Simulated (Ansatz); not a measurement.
Structure relaxation, Al₂Au

The start is a generated trial cell of Al2Au in the MoSi2 structure type. A full variable-cell relaxation at zero pressure is run with PBEsol (plane waves to 420 eV, PAW, scalar-relativistic; Ansatz, a quantum-chemistry and plane-wave program). First-step values are on the input's coarse k-mesh.

Ansatz input (later rounds restart from its end on a renewed k-mesh):
Ansatz 0.2 input:
```yaml
crystal:
  lattice:
    - [-1.671436, 1.671436, 4.090911]
    - [1.671436, -1.671436, 4.090911]
    - [1.671436, 1.671436, -4.090911]
  atoms:
    - { symbol: Au, position: [0, 0, 0] }
    - { symbol: Al, position: [0.3353, 0.3353, 0] }
    - { symbol: Al, position: [0.6647, 0.6647, 0] }
basis: { ecutwfc: 420, ecutrho_ratio: 4, xc_grid: 2, fft_grid_basis: typed }
kpoints: { mp_grid: { grid: [14, 14, 14] } }
hamiltonian:
  xc: pbesol
  dispersion: none
  pseudopotentials: { kind: paw }
scf: { occupations: { method: fermi_dirac, width: 0.05 } }
relax: { f_tol: 0.01, max_steps: 100, cell: { stress_tol: 0.02 } }
output: { forces: true, stress: true }
```

What pressure does the first self-consistent step give?

+10.1 GPa (positive: the cell is compressed).

Which atoms feel the largest initial force, and how large is it?

0.03 eV/Å, on Al2, Al3 (atoms numbered as listed).

By how much does the energy per atom fall from start to end?

0.11 eV/atom.

How does the volume per atom move from start to end?

+9.6 %, from 15.24 to 16.71 Å³/atom.

How do the shortest distances between atoms change?

The closest pairs of elements (up to four, under 3.6 Å), start → end: Al–Al 2.70 → 2.52 Å; Al–Au 2.72 → 2.57 Å; Au–Au 3.34 → 3.62 Å.

Is the relaxed structure metallic? Give its gap.

No gap (metallic).

Give the final cell and atomic positions.


```cif
data_Al4Au2
_chemical_formula_sum 'Au2 Al4'
_space_group_name_H-M_alt 'I4/mmm'
_space_group_IT_number 139
_space_group_name_Hall '-I 4 2'
_cell_length_a 3.61612
_cell_length_b 3.61612
_cell_length_c 7.66633
_cell_angle_alpha 90.000
_cell_angle_beta 90.000
_cell_angle_gamma 90.000
loop_
_atom_site_label
_atom_site_type_symbol
_atom_site_symmetry_multiplicity
_atom_site_Wyckoff_symbol
_atom_site_fract_x
_atom_site_fract_y
_atom_site_fract_z
_atom_site_occupancy
Au1 Au 2 a 0.00000 0.00000 0.00000 1
Al1 Al 4 e 0.00000 0.00000 0.33574 1
```
(The calculation used a cell of 3 atoms; values per cell refer to that cell.)

The space group stays I4/mmm (No. 139) (the run could not lower it), with 3 atoms in the primitive cell. Final values are on a 18×18×18 k-mesh of the relaxed cell. No spin polarisation in the result.

The run could not lose the symmetry of its start, so the end can be a saddle point.

The relaxed structure here is a generated cell of Al2Au: the first start was made by placing the elements on the sites of a structure type, and the end was not matched to a known phase here, so it may be hypothetical.
